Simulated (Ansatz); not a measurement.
AgTi₄S₈ in space group P-3m1 (No. 164; Pearson symbol hP13) under volume change, the program Ansatz at the r²SCAN+D4 level (PAW), shape and atoms relaxed at each volume.

```csv
V (Å³/atom),E − E(relaxed) (meV/atom),P (GPa)
17.856,27.4,5.57
18.445,11.3,3.31
19.034,2.6,1.48
19.623,0.0,0.00
20.211,2.2,-1.17
20.800,8.3,-2.10
21.389,17.4,-2.81
```

Task: What does a third-order Birch–Murnaghan fit give for V₀, B₀ and B′?

Result: V₀ = 19.63 Å³/atom, B₀ = 43.5 GPa, B′ = 6.5.

A made-up cell: these elements were put on the sites of a structure type; neither database checked (COD, Materials Project) lists it. Whether it is the stable phase at ambient conditions was not checked. Symmetry was held in the r²SCAN+D4 relaxation; its stability against distortions is not shown here. No spin polarisation was allowed.

Potentials: the later of the program's two PAW sets.
